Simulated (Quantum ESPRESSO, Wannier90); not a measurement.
InHO2 (Pnnm), plane waves to Wannier functions

```
begin unit_cell_cart
ang
    4.5239300000    0.0000000000    0.0000000000
    0.0000000000    5.2805800000    0.0000000000
    0.0000000000    0.0000000000    3.2885100000
end unit_cell_cart
begin atoms_frac
In   0.5000000000  0.5000000000  0.5000000000
In   0.0000000000  0.0000000000  0.0000000000
H    0.5000000000  0.0000000000  0.5000000000
H    0.0000000000  0.5000000000  0.0000000000
O    0.2796600000 -0.1306300000  0.5000000000
O   -0.2796600000  0.1306300000  0.5000000000
O   -0.2203400000 -0.3693700000  0.0000000000
O    0.2203400000  0.3693700000  0.0000000000
end atoms_frac
```

Structure: Materials Project mp-632711, symmetrised, not relaxed again. Not found in the COD (Crystallography Open Database) copy used, which has the formula in other groups; not checked further. Computed values, not measurements, from PBEsol: Quantum ESPRESSO (norm-conserving PseudoDojo potentials, cutoff 68 Ry, spinors with spin-orbit coupling) on a Γ-centred 4×4×6 mesh, then Wannier90. Density: 8×6×10 mesh, Gaussian smearing 0.01 Ry.

Bands 17-28 form an isolated set from -11.86 to -10.66 eV relative to the valence-band maximum (on the path) and are turned into 12 Wannier functions by minimising the spread from the start: SCDM (isolated).

Question: Where do the functions sit, how wide are they and what are they made of?

Answer: 
```csv
functions,spread (Å²),"nearest atom, distance (Å)","second atom, distance (Å)",weight on atomic waves
3,1.01,In 0.00,O 2.19,In 4d 95 %
3,1.21,In 0.00,O 2.19,In 4d 92 %
3,1.11,In 0.00,O 2.19,In 4d 93 %
1,0.95,In 0.00,O 2.19,In 4d 95 %
1,0.96,In 0.00,O 2.19,In 4d 95 %
1,1.27,In 0.00,O 2.19,In 4d 91 %
```

Ω_I = 13.07 Å², Ω_total = 13.20 Å²; the interpolated bands follow pw.x to 0.1 meV rms on the path. Only this start was tried; a symmetric start can stop on a saddle, and mixtures of these functions could lower the total by at most Ω_total − Ω_I.
